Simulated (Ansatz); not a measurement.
A crystal relaxed with r2SCAN+rVV10 in the plane-wave code Ansatz has space group Pmm2 (No. 25) and a = 3.842 Å, b = 7.647 Å, c = 4.858 Å.

| atom | site | x | y | z |
| --- | --- | --- | --- | --- |
| Xx | 2h | 0.5000 | 0.7509 | 0.7693 |
| Xx | 1a | 0.0000 | 0.0000 | 0.2301 |
| O | 1c | 0.5000 | 0.0000 | 0.9971 |
| O | 2g | 0.0000 | 0.7594 | 0.9908 |
| Pb | 1b | 0.0000 | 0.5000 | 0.2628 |
| O | 1d | 0.5000 | 0.5000 | 0.9899 |

The r2SCAN gap is indirect, 0.42 eV (Γ to X), below the direct gap of 2.21 eV at X. With HSE06 the valence top lies at Γ and the conduction bottom at X, 0.66 eV higher; the smallest vertical gap, at X, is 2.55 eV. PBE gives an indirect gap of 0.23 eV, from Y–Γ (0.60 of the way from Y) to X; the least direct gap is 1.87 eV at X. Meshes: r2SCAN 6×4×6, HSE06 4×2×4, PBE 6×4×6. r2SCAN's ε∞ is 7.4, 7.3 and 6.4 along x, y and z.

Question: Which element is Xx?
A. Si
B. Ti
C. Ge
D. Sn

Answer: D. Xx is Sn: Sn₃PbO₄ on the sites of the litharge structure (relaxed group Pmm2). Sn is surrounded by 4 O at 2.20 Å; Sn is surrounded by 4 O at 2.18–2.23 Å; O is surrounded by 4 Sn at 2.20–2.23 Å; O is surrounded by 3 Sn at 2.18–2.20 Å and 1 Pb at 2.38 Å; Pb is surrounded by 4 O at 2.33–2.38 Å; O is surrounded by 2 Sn at 2.20 Å and 2 Pb at 2.33 Å.

(Calculated; spin-unpolarised; the phase may be known or hypothetical.)

Spin-orbit coupling is left out; in compounds of Pb, Bi, Tl or Hg it can lower a gap by up to about 1 eV, split its edges or invert the bands.

The meshes of the hybrids are coarse, so their gaps aren't converged to the digits shown.

For a response run the program warns that the ground state's bands aren't all converged, so ε∞ carries an extra error.
